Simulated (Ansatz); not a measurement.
Input:

ScTaN2:
```yaml
crystal:
  lattice:
    - [3.05789, 0.00000, 0.00000]
    - [-1.52894, 2.64821, 0.00000]
    - [0.00000, 0.00000, 10.59009]
  atoms:
    - { symbol: Sc, position: [0.00000, 0.00000, 0.50000] }
    - { symbol: Sc, position: [0.00000, 0.00000, 0.00000] }
    - { symbol: Ta, position: [0.66667, 0.33333, 0.75000] }
    - { symbol: Ta, position: [0.33333, 0.66667, 0.25000] }
    - { symbol: N, position: [0.66667, 0.33333, 0.12410] }
    - { symbol: N, position: [0.33333, 0.66667, 0.87590] }
    - { symbol: N, position: [0.33333, 0.66667, 0.62410] }
    - { symbol: N, position: [0.66667, 0.33333, 0.37590] }
```

This is the r²SCAN-relaxed structure. Tensor components refer to the Cartesian frame of this cell.

### Question
All from the program Ansatz at the r²SCAN level (PAW), unless another level is named. Give the Hill bulk and shear moduli.

### Answer
292 and 211 GPa.

### Question
Give the elastic constants (relaxed ions, GPa).

### Answer
C11 = 584, C12 = 159, C13 = 138, C33 = 585, C44 = 203.

Space group P6_3/mmc. The workflow started from a Materials Project entry (that database holds measured and hypothetical structures alike); the Crystallography Open Database copy checked does not list it. Its standing as an ambient phase is unchecked. Symmetry was held in the r²SCAN relaxation; whether a distortion lowers the energy is not shown. No spin polarisation was allowed. As this level gives no gap, shear constants depend on the k-mesh and smearing (Fermi–Dirac, 0.1 eV here). Spin–orbit coupling is left out wherever it is not named.

Potentials: the later of the program's two PAW sets.
